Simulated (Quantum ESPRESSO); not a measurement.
# Planted mistakes on one cell of TaHfWO7F

The results below are calculated, not measured. They come from pw.x of Quantum ESPRESSO 7.5, a plane-wave density functional program, with PseudoDojo standard norm-conserving files (v0.5 for PBE, v0.4.1 for LDA and PBEsol). The cells are made up: elements, strain and atom displacements were drawn at random, and nothing was relaxed. There is no spin polarisation, spin-orbit coupling or dispersion term.

The hafnium file is less sure than the others, with forces about 3 percent (worst 6) and pressure in oxides about 1.5 GPa (worst 2.7) from a second method in checks, which no rerun with the same files tests.

The cell has 12 sites of a rutile lattice (two cells along c). Sites 1 to 4 hold Ta Hf empty W; sites 5 to 12 hold O F O O O O O O. Cell vectors in Å: (4.918, 0.029, -0.015); (0.029, 5.017, -0.040); (-0.019, -0.053, 6.507). Settings: PBE, cutoff 1143 eV, 5 x 4 x 4 k mesh shifted by half a step, Fermi-Dirac smearing of 0.025 eV.

The intended run has a self-consistency threshold of 1e-07 eV, a smearing term of 0.000 eV, a pressure of -24.44 GPa and 21 iterations. Each further run changes one thing: atoms of sites 6 and 8 exchanged; cutoff 670 eV; k mesh 1 x 1 x 1; one electron added; smearing 0.65 eV; threshold 0.3 eV. A coarse mesh keeps the shift, and a charged cell sits in a uniform background.

| run | change of free energy (eV) | smearing term -TS (eV) | change of P (GPa) | largest change of a force component (eV/Å) | iterations |
| --- | --- | --- | --- | --- | --- |
| A | -2.223 | -5.613 | 5.00 | 2.965 | 20 |
| B | -2.010 | 0.000 | -1.60 | 4.358 | 20 |
| C | 7.399 | -0.023 | 14.81 | 1.235 | 21 |
| D | 6.080 | 0.000 | -29.06 | 0.079 | 21 |
| E | 0.456 | 0.000 | 0.62 | 0.645 | 21 |
| F | 0.064 | 0.000 | -0.37 | 0.118 | 9 |

A rerun of the intended cell at 1437 eV and k mesh 7 x 6 x 6 moved values by no more than 0.005 eV in the cell's energy, 0.03 GPa in stress and 0.003 eV/Å in force.

Question: which change belongs to which run?

## Worked reading

Run F has the fewest iterations, as a run stopped early does. Run A has the largest smearing term, as wide smearing gives. Run D has a higher energy and the largest fall in pressure, as too small a basis gives. Energies from files of another functional, or of a charged cell, have another zero and say nothing on stability; the pressure of a charged cell rests on the program's zero of potential too.

## Key

| run | change |
| --- | --- |
| A | smearing 0.65 eV |
| B | atoms of sites 6 and 8 exchanged |
| C | one electron added |
| D | cutoff 670 eV |
| E | k mesh 1 x 1 x 1 |
| F | threshold 0.3 eV |